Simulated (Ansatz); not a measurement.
BaMgF$_{4}$:
Space group Cmc2₁ (No. 36); a = 4.0910 Å, b = 14.5680 Å, c = 5.8228 Å, α = β = γ = 90.00°

```tsv
atom	site	symmetry	x	y	z
Ba	4a	m..	0.0000	0.3493	0.1463
Mg	4a	m..	0.0000	0.0844	0.1898
F	4a	m..	0.0000	0.5791	0.2037
F	4a	m..	0.0000	0.1972	0.3812
F	4a	m..	0.0000	0.0284	0.5086
F	4a	m..	0.0000	0.1636	0.9198
```
(The calculation used a cell of 12 atoms; values per cell refer to that cell.)

Relaxed with PBEsol. 

Question: HSE06 on this cell (Ansatz, a program for electronic structure, PAW) gives a gap of 9.30 eV. What does PBEsol give?

Answer: 6.99 eV.

Cost on shared cores: the PBEsol run (SCF on a 7×7×5 mesh, then bands and DOS) roughly 5 core-minutes, the HSE06 run (SCF on 4×4×3, then a few points) around 13 core-minutes (rough); the tasks are unlike.

Space group Cmc2_1. The first step of the workflow began from a Materials Project structure, measured or hypothetical; the Crystallography Open Database files this formula in space group No. 36, but the cells were not matched. Whether it is the stable phase at ambient conditions was not checked. Symmetry was held in the PBEsol relaxation; whether a distortion lowers the energy is not shown. Spin–orbit coupling is left out wherever it is not named.

Potentials: the later of the program's two PAW sets.

Ansatz is a plane-wave DFT program.
